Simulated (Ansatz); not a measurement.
CdSe (wurtzite)

```
CELL_PARAMETERS angstrom
      4.33999     0.00000     0.00000
     -2.17000     3.75854     0.00000
      0.00000     0.00000     7.07803
ATOMIC_POSITIONS crystal
  Cd 0.66667 0.33333 0.00056
  Cd 0.33333 0.66667 0.50056
  Se 0.66667 0.33333 0.62464
  Se 0.33333 0.66667 0.12464
```

In this cell atom 2 (Cd, nearest neighbour Se at 2.655 Å; its periodic images, 4.3 Å or more away, move with it) is moved by s towards the nearest neighbour, unit vector (0.817, -0.472, 0.331); all other atoms and the cell stay fixed.

The numbers are results of r2SCAN (plane waves to 500 eV, PAW, scalar-relativistic; Ansatz, a first-principles code), not measurements. k mesh 7×7×4 (Γ-centred), Fermi-Dirac smearing 0.05 eV. E stands for the smeared free energy. CdSe was relaxed with its symmetry unable to fall. ΔE is measured from the undisplaced structure.

| s (Å) | ΔE (meV/cell) |
|---|---|
| -0.270 | withheld |
| -0.216 | 80.9 |
| -0.162 | 48.9 |
| -0.108 | 23.3 |
| -0.054 | 6.3 |
| 0.000 | 0.0 |
| 0.054 | 7.3 |
| 0.108 | 31.4 |
| 0.162 | 76.4 |
| 0.216 | 146.8 |
| 0.270 | 248.3 |

Problem. Fit a polynomial form (powers 2, 3, 4) to the given rows and predict ΔE at s = -0.270.

Solution. Least squares on the 10 given rows: ΔE = (2305)·s² + (3271)·s³ + (2969)·s⁴, in meV/cell with s in Å; root-mean-square residual 0.13 meV/cell. At -0.270 the fit gives 119.4 meV/cell; the calculation gives 117.8 meV/cell, so the extrapolation is off by 1.6 (+1.4 %). The quadratic term alone would give 168.0 meV/cell.

(A displaced cell: forces are minus the slopes of the energy, force constants its curvatures, and phonons follow from these.)
